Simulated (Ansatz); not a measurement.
AlN (rock salt, space group No. 225) at seven volumes, DFT-PBEsol in the program Ansatz with PAW potentials, scaled uniformly. One row is withheld.

```tsv
V (Å³/atom)	P (GPa)
7.526	29.80
7.774	18.35
8.022	?
8.270	0.00
8.518	-7.32
8.766	-13.63
9.014	-19.05
```

**Question.** Fit the shown pressures and predict the withheld one.

**Answer.** Third-order Birch–Murnaghan: P = (3/2)B₀(x^(7/2) − x^(5/2))[1 + (3/4)(B′ − 4)(x − 1)] with x = (V₀/V)^(2/3). Least squares on the six rows gives V₀ = 8.270 Å³/atom, B₀ = 262.4 GPa, B′ = 3.96. At V = 8.022, x = 1.0205 and P = 8.49 GPa. The run itself gave 8.49 GPa.

Space group Fm-3m (rock salt). This is a known high-pressure phase of the composition, computed here at zero pressure and temperature. The cell was relaxed with PBEsol under the symmetry of its start; whether a distortion lowers the energy is not shown. The volume moved by -16 % from the start of the relaxation.

Potentials: the earlier of the program's two PAW sets. The files were generated under PBE; for other functionals the program regenerates the frozen cores, and for LDA and PBEsol the local potential too.
